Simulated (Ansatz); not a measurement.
MgS:
```xyz
2
Lattice="0.0000 2.8310 2.8310 2.8310 0.0000 2.8310 2.8310 2.8310 0.0000" Properties=species:S:1:pos:R:3 pbc="T T T"
Mg     0.0000     0.0000     0.0000
S      1.4155     1.4155     1.4155
```

Relaxed with r²SCAN. Special points in fractions of this cell's reciprocal vectors: Γ (0.000, 0.000, 0.000); X (0.500, 0.000, 0.500); U (0.625, 0.250, 0.625); K (0.375, 0.375, 0.750); L (0.500, 0.500, 0.500); W (0.500, 0.250, 0.750).

Question: List the band energies nearest the valence-band maximum at these points for DFT-r²SCAN in the program Ansatz with PAW potentials.

Answer: In eV from the valence-band maximum; about four levels below and three above (degenerate sets whole), none deeper than 8.9 eV; points with the same levels are listed once.

```csv
k,below,above
Γ,0.00 0.00 0.00,4.14 8.58 8.58 8.58
X,-2.81 -1.05 -1.05,4.32 6.26 12.14
U,-2.47 -1.89 -0.82,5.31 7.61 10.36
L,-3.14 -0.33 -0.33,5.80 8.20 8.20
W,-2.27 -1.86 -1.33,5.98 8.71 8.78
```

Space group F-43m (zinc blende). The workflow started from a Materials Project entry (that database holds measured and hypothetical structures alike); the Crystallography Open Database copy checked does not list it. COD files the formula under space group No. 225, so this cell is another polymorph or a model. Its standing as an ambient phase is unchecked. The cell was relaxed with r²SCAN under the symmetry of its start; whether a distortion lowers the energy is not shown.

Potentials: the later of the program's two PAW sets.
